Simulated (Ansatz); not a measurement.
A relaxed cell of HfAs3 is given with its symmetry left out. The cell was found from a structure generator's guess, not taken from experiment.

Method: DFT PBE, scalar-relativistic, plane waves, PAW (Ansatz). Cutoff 420 eV, Γ-centred mesh, Gaussian smearing, no spin polarisation.

```xyz
4
Lattice="-2.7686 2.7686 2.7686 2.7686 -2.7686 2.7686 2.7686 2.7686 -2.7686" Properties=species:S:1:pos:R:3 pbc="T T T"
Hf    0.0000    0.0000    0.0000
As    2.7686    0.0000    0.0000
As    0.0000    2.7686    0.0000
As    0.0000    0.0000    2.7686
```

Formation energies are uncorrected and refer to the elements' standard structures at the same level.

(1) What space group does it have?

(2) What is its formation energy per atom?

(3) Is it a metal?

Answers

(1) Im-3m (No. 229). Conventional cell: a = 5.537 Å. Hf has 6 As at 2.77 Å; around As lie 2 Hf at 2.77 Å and 4 As at 2.77 Å.

(2) −0.19 eV/atom. Whether it is stable depends on the other phases of the system, which aren't compared here.

(3) Yes, bands cross the Fermi level on the 12×12×12 mesh.

The last run used a 12×12×12 mesh for its 4-atom cell and Gaussian smearing of 0.10 eV. Spin–orbit coupling, which can matter for Hf, is left out. The cell is a metal run without spin; a magnetic state may lie lower. The reference form of As is held partly by dispersion forces, which this level lacks. A structure relaxed within its symmetry needn't be a true minimum.
